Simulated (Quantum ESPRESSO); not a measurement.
## Band energies of AgCl at +1 % isotropic strain

```
CELL_PARAMETERS angstrom
      0.00000     2.75105     2.75105
      2.75105     0.00000     2.75105
      2.75105     2.75105     0.00000
ATOMIC_POSITIONS crystal
  Cl 0.50000 0.50000 0.50000
  Ag 0.00000 0.00000 0.00000
```

norm-conserving PBEsol (Quantum ESPRESSO, 82 Ry, without SOC); path ΓXWKΓLUWLK,UX; energies in eV from the valence-band maximum.

```csv
k (1/Å),point,band 9,band 10,band 11,band 12,band 13,band 14,band 15,band 16
0.00,Γ,-2.54,-2.54,-2.42,-2.42,-2.42,0.73,10.56,10.56
0.23,,-2.61,-2.52,-2.13,-2.13,-1.75,1.44,9.78,10.23
0.57,,-2.76,-2.43,-1.85,-1.85,-1.42,3.36,7.21,8.51
0.91,,-2.90,-2.35,-1.97,-1.97,-1.71,2.55,7.87,8.03
1.14,X,-2.94,-2.33,-2.05,-2.05,-1.95,2.19,7.76,8.54
1.26,,-2.78,-2.19,-2.05,-2.04,-1.90,2.31,7.72,8.48
1.60,,-2.19,-2.05,-2.05,-2.04,-1.31,3.83,7.60,7.88
1.71,W,-2.09,-2.09,-2.05,-2.05,-1.27,4.12,7.70,7.70
1.98,,-2.38,-2.11,-1.95,-1.79,-1.16,3.62,7.12,7.94
2.12,K,-2.43,-2.11,-1.93,-1.74,-1.11,3.47,7.07,7.98
2.32,,-2.25,-2.19,-1.83,-1.71,-0.43,4.56,6.10,7.64
2.62,,-2.34,-2.21,-1.77,-1.76,-0.10,4.30,6.45,7.65
2.82,,-2.44,-2.32,-1.88,-1.85,-0.52,3.05,7.93,8.17
3.13,,-2.55,-2.51,-2.17,-2.13,-1.67,1.27,9.67,10.11
3.33,Γ,-2.54,-2.54,-2.42,-2.42,-2.42,0.73,10.56,10.56
3.43,,-2.56,-2.56,-2.36,-2.15,-2.15,0.87,10.23,10.54
3.72,,-2.44,-2.44,-2.18,-1.15,-1.15,2.28,8.22,9.54
4.02,,-2.26,-2.26,-1.97,-0.34,-0.34,3.64,6.81,8.02
4.32,L,-2.18,-2.18,-1.85,0.00,0.00,3.96,6.57,7.42
4.62,,-2.23,-2.17,-1.89,-0.69,-0.28,4.78,5.44,7.93
4.92,,-2.37,-2.13,-1.92,-1.63,-0.89,3.80,6.73,7.90
5.02,U,-2.43,-2.11,-1.93,-1.74,-1.11,3.47,7.07,7.98
5.12,,-2.40,-2.11,-1.94,-1.77,-1.14,3.56,7.10,7.96
5.42,W,-2.09,-2.09,-2.05,-2.05,-1.27,4.12,7.70,7.70
5.72,,-2.26,-2.18,-1.94,-1.38,-0.77,4.55,6.04,7.86
6.03,,-2.20,-2.17,-1.87,-0.35,-0.14,4.43,5.82,7.69
6.23,L,-2.18,-2.18,-1.85,0.00,0.00,3.96,6.57,7.42
6.31,,-2.18,-2.18,-1.85,-0.07,-0.03,4.06,6.36,7.47
6.58,,-2.25,-2.16,-1.90,-0.87,-0.36,4.78,5.47,7.94
6.84,,-2.38,-2.13,-1.92,-1.65,-0.92,3.76,6.79,7.90
6.93,K,-2.43,-2.11,-1.93,-1.74,-1.11,3.47,7.07,7.98
6.93,U,-2.43,-2.11,-1.93,-1.74,-1.11,3.47,7.07,7.98
7.03,,-2.55,-2.08,-1.98,-1.78,-1.50,2.97,7.41,8.18
7.33,X,-2.94,-2.33,-2.05,-2.05,-1.95,2.19,7.76,8.54
```

The PBEsol gap is indirect, 0.73 eV, from L to Γ; the smallest direct gap is 2.93 eV.

Spin-orbit splittings are left out.

Geometry strained from the cell relaxed with PBEsol, atoms relaxed again.
